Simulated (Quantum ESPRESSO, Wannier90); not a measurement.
Se (P3₁21), plane waves to Wannier functions

```
CELL_PARAMETERS angstrom
      4.50482     0.00000     0.00000
     -2.25241     3.90129     0.00000
      0.00000     0.00000     4.97880
ATOMIC_POSITIONS crystal
  Se 0.21789 0.00000 0.33333
  Se 0.00000 0.21789 0.66667
  Se 0.78211 0.78211 0.00000
```

Structure: Materials Project mp-14, symmetrised, not relaxed again. COD (Crystallography Open Database) has the formula in 4 space groups, this one among them (matched by group alone). Level: PBEsol, spinors with spin-orbit coupling; pw.x of Quantum ESPRESSO at 69 Ry with PseudoDojo potentials, 6×6×4 k-points, Wannier90. Density: 12×12×6 mesh, cold smearing 0.01 Ry. The cell is built of weakly bound layers, chains or molecules, whose nearest atoms lie 3.56 Å apart. Database cells relaxed without dispersion often hold them too far apart, which can enlarge gaps and weakens couplings between them; spacing and stacking were not compared with the measured crystal.

Base run: 24 functions from bands 31-72 of the 72 computed, start hydrogen-like Se: s;p, centres 0.05 Å off the atoms, frozen window up to 2.52 eV relative to the valence-band maximum, outer window open. Rows change the key named; with other orbitals the number of functions and the frozen window follow, as listed; window edges are relative to the valence-band maximum. The misfit compares interpolated bands with pw.x on a high-symmetry path, for states up to 2.0 eV relative to the valence-band maximum. Converged means that the tolerances were met: symmetric starts can stop on a saddle, which shows as a larger Ω_OD at equal Ω_I and can move the misfit too.

Rows with other orbitals or bands describe another subspace, so their Ω_I can't be set against the base's. Runs that didn't settle are not listed.

```
setting                                                                     orbitals  bands  functions  frozen to (eV)  Ω_I (Å²)  Ω_D (Å²)  Ω_OD (Å²)  rms misfit (meV)  worst (meV)            ended
----------------------------------------------------------------------  ------------  -----  ---------  --------------  --------  --------  ---------  ----------------  -----------  ---------------
base                                                                           Se sp  31-72         24            2.52     28.68      0.03       5.71               2.3           17        converged
num_iter = 0 (projection only), orbitals on the atoms                          Se sp  31-72         24            2.52     28.68      0.03      12.65               1.9           16  no minimisation
start: the same orbitals exactly on the atoms                                  Se sp  31-72         24            2.52     28.68      0.03       5.71               2.3           17        converged
start: atomic waves of the pseudopotential files                        Se 4s, Se 4p  31-72         24            2.52     28.68      0.03       5.71               2.3           17        converged
atomic waves with projectability windows 0.01 and 0.95                  Se 4s, Se 4p  31-72         24            2.52     29.16      0.04       5.72               2.3           17        converged
start: SCDM erfc, mu = fit minus three sigma, no disentanglement steps  Se 4s, Se 4p  31-72         24            none     29.67      0.04       5.82               2.5           19        converged
```
